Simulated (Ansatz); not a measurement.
SiGe$_{3}$:
```
CELL_PARAMETERS angstrom
      3.96749     0.00000     0.00000
      0.00000     3.96749     0.00000
      0.00000     0.00000     5.60115
ATOMIC_POSITIONS crystal
  Si 0.00000 0.00000 0.00000
  Ge 0.50000 0.00000 0.24431
  Ge 0.50000 0.50000 0.50000
  Ge 0.00000 0.50000 0.75569
```

Relaxed with r²SCAN. r²SCAN (plane waves, PAW; program Ansatz) gives a gap of 0.56 eV.

Task: What gap does HSE06 give on the same cell (Ansatz, PAW)?

Result: 0.93 eV, 0.37 eV more. The hybrid was solved on a coarser mesh and at special points; the gap given is the minimum over both.

```csv
k,v1 r²SCAN,c1 r²SCAN,v1 HSE06,c1 HSE06
Γ,0.00,0.91,[?],[?]
Z,-1.97,1.02,[?],[?]
M,-3.09,0.71,[?],[?]
A,-4.02,4.66,[?],[?]
R,-1.27,0.56,-1.29,0.93
X,-1.40,2.23,-1.43,2.64
```

Task: Top valence (v1) and lowest conduction level (c1) in eV from each method's valence maximum (which need not be a listed point): supply the withheld HSE06 values.

Result: 
- A, v1 HSE06: -4.20
- A, c1 HSE06: 5.13
- M, v1 HSE06: -3.20
- M, c1 HSE06: 1.03
- Z, v1 HSE06: -2.02
- Z, c1 HSE06: 1.39
- Γ, v1 HSE06: 0.00
- Γ, c1 HSE06: 1.22

Cost on shared cores: the r²SCAN run (SCF on a 7×7×5 mesh, then bands and DOS) about 100 core-seconds (a rough figure), the HSE06 run (SCF on 5×5×4, then a few points) roughly 2.9 core-minutes; the tasks are unlike.

Space group P-4m2. The start of the workflow was typed in or built on a structure type; neither database checked (COD, Materials Project) lists it. Whether it is the stable phase at ambient conditions was not checked. The r²SCAN relaxation kept the symmetry of its start; whether a distortion lowers the energy is not shown. Scalar-relativistic: spin–orbit coupling is off unless named, which matters more the heavier the elements.

Potentials: the later of the program's two PAW sets.
